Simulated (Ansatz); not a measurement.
## O-17 NMR of the central transition in CO2

Cell: a structure deposited in the COD whose atoms were relaxed with PBE, the cell held.

```cif
data_CO2
_symmetry_space_group_name_H-M 'Pa-3'
_symmetry_Int_Tables_number 205
_cell_length_a 5.6300
_cell_length_b 5.6300
_cell_length_c 5.6300
_cell_angle_alpha 90.000
_cell_angle_beta 90.000
_cell_angle_gamma 90.000
loop_
_atom_site_label
_atom_site_type_symbol
_atom_site_symmetry_multiplicity
_atom_site_Wyckoff_symbol
_atom_site_fract_x
_atom_site_fract_y
_atom_site_fract_z
C C 4 a 0.0000 0.0000 0.0000
O O 8 c 0.1198 0.1198 0.1198
```

One atom of each set is listed.

Level of theory: DFT, r2SCAN, plane waves and PAW, scalar-relativistic, 500 eV cutoff, Γ-centred 4×4×4 k-points, Fermi–Dirac smearing 0.02 eV (Ansatz 0.2.0).

O-17 has I = 5/2 and Q = -25.58 mb (Pyykkö 2018); at 7.05 T its Larmor frequency is ν₀ = 40.7 MHz. Only the quadrupole interaction is simulated: positions count from each site's isotropic chemical shift, and shift anisotropy, dipolar and J coupling are left out.

Q: Give C_Q, η, the quadrupolar product P_Q = |C_Q|(1 + η²/3)^½, the second-order isotropic shift and the breadth of the pattern (static powder) for each O site.

A: 

| site | first shell | C_Q (MHz) | η | P_Q (MHz) | δ_QIS (ppm) | breadth (kHz) |
| --- | --- | --- | --- | --- | --- | --- |
| O | 1 C at 1.17 Å | -4.78 | 0.00 | 4.78 | -82.8 | 17.6 |

δ_QIS = −(ν_Q²/30ν₀²)[I(I+1) − 3/4](1 + η²/3) × 10⁶ ppm with ν_Q = 3|C_Q|/[2I(2I−1)]; it falls as 1/B₀² in ppm, and the breadth as 1/B₀ in kHz.

An axis of threefold or higher order runs through O, so V_zz lies along it and η is zero.

The largest force is 0.8 eV/Å, so the atoms aren't at the calculated equilibrium and relaxing them would move these values. The database entry as given showed forces above 3 eV/Å or a pressure above 30 GPa, though relaxing it moves no atom far.
